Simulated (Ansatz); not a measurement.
## W: moving W off its site

W, Im-3m, a = 3.195 Å (as given, not relaxed at this level: -11.5 GPa). Ansatz: PBEsol, PAW, 420 eV, Γ-centred 10×10×10 mesh on 8 atoms, Gaussian smearing 0.15 eV; no spin polarisation.

```yaml
crystal:
  lattice:
    - [3.19460, 3.19460, -3.19460]
    - [-3.19460, -3.19460, -3.19460]
    - [-3.19460, 3.19460, 3.19460]
  atoms:
    - { symbol: W, position: [0.00000, 0.50000, 0.00000] }
    - { symbol: W, position: [0.50000, 0.50000, 0.00000] }
    - { symbol: W, position: [0.00000, 0.50000, 0.50000] }
    - { symbol: W, position: [0.50000, 0.50000, 0.50000] }
    - { symbol: W, position: [0.00000, 0.00000, 0.00000] }
    - { symbol: W, position: [0.50000, 0.00000, 0.00000] }
    - { symbol: W, position: [0.00000, 0.00000, 0.50000] }
    - { symbol: W, position: [0.50000, 0.00000, 0.50000] }
```

Atom 1 (W) moves by x along the unit vector (-0.577, -0.577, 0.577), with its periodic images; all else is held. y is the free energy of the cell over the start, F the force along the path summed over the moved atoms. Symmetry makes y even in x.

| x (Å) | y (meV) | F (eV/Å) |
| --- | --- | --- |
| -0.2000 | ? | ? |
| -0.0667 | 35.2 | 1.05 |
| 0.0000 | 0.0 | 0.00 |
| 0.0333 | 8.8 | -0.53 |
| 0.1000 | 78.9 | -1.57 |
| 0.1333 | 139.6 | -2.08 |
| 0.1667 | 217.4 | -2.57 |

**Question.** Fit y = c2 x² + c4 x⁴ to the energies of the other rows, give the force constant, and predict energy and force of the missing row.

**Answer.** Least squares on the rows shown. y = 7923.2 x² − 3614.5 x⁴. The force constant is 2 c2 = 15.8 eV/Å², for the cell as given, at -11.5 GPa (for all images moving together, not for a lone atom). The force −dy/dx at the missing row is 3.05 eV/Å (computed 3.06). At x = -0.2000 the fit asked for gives 311.1 meV. The run gave 311.1 meV, the same to the digits shown.

Spin–orbit coupling is left out, which can shift energies with elements as heavy as these.